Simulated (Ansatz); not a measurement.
Data sheet: ZnSe (DFT)

ZnSe:
```
ZnSe
1.0
    6.50903     0.00000     0.00000
    0.00000     4.12368     0.00000
    0.00000     0.00000     6.92512
Zn Se
4 4
Cartesian
  0.91584   1.03092   2.69494
  2.33868   3.09276   6.15750
  5.59320   3.09276   4.23019
  4.17035   1.03092   0.76762
  4.93961   1.03092   3.05655
  4.82393   3.09276   6.51911
  1.56942   3.09276   3.86858
  1.68510   1.03092   0.40602
```

Space group Pnma (No. 62); conventional cell a = 6.509 Å, b = 4.124 Å, c = 6.925 Å, α = 90.00°, β = 90.00°, γ = 90.00°.

Method: plane-wave PAW r²SCAN+D4 (Ansatz code). Structure relaxed to zero pressure with the same functional. Other levels are named where they apply.

### Cell and energy

```json
{
  "volume_per_atom": "23.23 Å³",
  "density": "5.16 g/cm³",
  "Formation energy from the elements (no fitted shifts)": "-725 meV/atom"
}
```

### Electronic structure

```json
{
  "band_gap": "2.01 eV (direct)",
  "valence_band_maximum": "at Γ",
  "conduction_band_minimum": "at Γ",
  "electron_effective_mass": "0.15, 0.18, 0.19 mₑ (principal values)",
  "hole_effective_mass": "0.17, 1.6, 2.2 mₑ (principal values)"
}
```

### Mechanics

```json
{
 "Bulk modulus (Birch–Murnaghan fit)": "23.7 GPa",
 "Pressure derivative B′": "8.8"
}
```

### Charges

```json
{
 "bader_charges": "Zn +0.85, Se -0.85 e"
}
```

The start of the workflow was typed in or built on a structure type; neither database checked (COD, Materials Project) lists it. It is not the phase usual at ambient conditions (space group No. 216). The cell was relaxed with r²SCAN+D4 under the symmetry of its start; its stability against distortions is not shown here. The references are the lowest solids computed at this level, not always the standard phases. Scalar-relativistic: spin–orbit coupling is off unless named, which matters more the heavier the elements.

Potentials: the earlier of the program's two PAW sets. The files were generated under PBE; for other functionals the program regenerates the frozen cores, and for LDA and PBEsol the local potential too.
